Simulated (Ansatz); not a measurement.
**BeC$_{2}$: relaxed-ion elastic tensor**

Computed with DFT LDA, scalar-relativistic, plane waves, PAW (Ansatz 0.2.0). Plane waves to 420 eV; Γ-centred k mesh 12×12×12; fixed occupations. No spin polarisation.

Equilibrium structure at this level:
```yaml
crystal:
  lattice:
    - [-1.77572, 1.77572, 2.32088]
    - [1.77572, -1.77572, 2.32088]
    - [1.77572, 1.77572, -2.32088]
  atoms:
    - { symbol: Be, position: [0.00000, 0.00000, 0.00000] }
    - { symbol: C, position: [0.63406, 0.63406, 0.00000] }
    - { symbol: C, position: [0.36594, 0.36594, 0.00000] }
```

The cell was built by swapping an element in a database structure (itself possibly hypothetical) and relaxing; it need not be the stable form of this composition. The crystal is built of chains and no dispersion correction was added, so the binding between them is poorly described, and with it their spacing and whatever depends on it.

(1) Give the relaxed-ion elastic constants (GPa, Voigt order xx yy zz yz xz xy, on the axes of the cell above).

(2) Is the crystal stable against homogeneous strain?

The same cell has imaginary optical modes at Γ (down to 423i cm⁻¹), so it is not a minimum of the energy.

(3) And the moduli of a polycrystal (Hill averages)?

Results:

(1)
```
 63.6  14.5  52.3   0.0   0.0   0.0
 14.5  63.6  52.3   0.0   0.0   0.0
 52.2  52.2 784.8   0.0   0.0   0.0
  0.0   0.0   0.0  39.0   0.0   0.0
  0.0   0.0   0.0   0.0  39.0   0.0
  0.0   0.0   0.0   0.0   0.0  29.0
```

(2) Yes: the least eigenvalue of the tensor is 29.0 GPa.

(3) B = 83 GPa, G = 55 GPa, E = 135 GPa, ν = 0.23.